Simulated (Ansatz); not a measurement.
One crystal and one scan (energy over volume and axial ratio) at two levels, r2SCAN (plane waves to 500 eV, PAW, scalar-relativistic; Ansatz, an electronic-structure program) and PBE (plane waves to 420 eV, PAW, scalar-relativistic; Ansatz), each from its own relaxed cell and on its own mesh. The cell shown is that of r2SCAN.

SiC (zinc blende)

```
SiC
1.0
    0.00000     2.17831     2.17831
    2.17831     0.00000     2.17831
    2.17831     2.17831     0.00000
C Si
1 1
Direct
  0.75000   0.75000   0.75000
  0.00000   0.00000   0.00000
```

Grid over V/V₀ and (c/a)/(c/a)₀, subscript 0 meaning the relaxed cell; the conventional c axis lies along z; no internal relaxation.

Energies are smeared free energies. SiC was relaxed with its symmetry unable to fall. The PAW data are Ansatz's earlier set. Percentages come from the unrounded values. Both scans cover V/V₀ from 0.960 to 1.040 and (c/a)/(c/a)₀ from 0.920 to 1.080.

Results of r2SCAN:

* **Lattice constant a (Å)**: 4.357
* **Band gap of the relaxed cell, no spin-orbit coupling (eV)**: 1.71
* **Shear modulus C′ = (C11 − C12)/2 (fit, atoms clamped) (GPa)**: 140

Problem. Estimate the PBE values.

Solution. 
```csv
quantity,PBE,r2SCAN − PBE
Lattice constant a (Å),4.380,-0.023 (-0.5 %)
"Band gap of the relaxed cell, no spin-orbit coupling (eV)",1.37,+0.34 (+25 %)
"Shear modulus C′ = (C11 − C12)/2 (fit, atoms clamped) (GPa)",128,+12 (+9 %)
```

r2SCAN gives the higher value for: band gap of the relaxed cell, no spin-orbit coupling; shear modulus C′. r2SCAN gives the lower value for: lattice constant a. Neither level is exact: the differences show how much the result hangs on the functional.

(A scan under strain: stresses follow from slopes of the energy per volume, elastic moduli from its curvatures.)
